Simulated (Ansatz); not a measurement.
LiSn in space group P2/m (No. 10; Li on 2n, Sn on 2m, Li on 1e, Sn on 1a), PBEsol in the plane-wave PAW code Ansatz, all energies at zero smearing, with the estimated change up to a 700 eV cutoff added, with one set of potentials and settings (totals compare only within such a set). Cell of 6 atoms (3 Li, 3 Sn): -18460.502 eV.

| element | reference phase | E (eV/atom) |
|---|---|---|
| Li | Fm-3m, 1 atoms in the cell | -203.0014 |
| Sn | I4_1/amd, 2 atoms in the cell | -5949.7830 |

Formation energy per atom, worked out: (-18460.502 − 3×(-203.0014) − 3×(-5949.7830))/6 = -0.358 eV/atom (-35 kJ per mol of atoms), at 0 K, without zero-point energy or fitted corrections.

The workflow started from an entry of the Crystallography Open Database (COD). Whether it is the stable phase at ambient conditions was not checked. The cell was relaxed with PBEsol under the symmetry of its start; whether a distortion lowers the energy is not shown. The references are the lowest solids computed at this level, not always the standard phases. Scalar-relativistic: spin–orbit coupling is off unless named, which matters more the heavier the elements.

Potentials: the later of the program's two PAW sets.
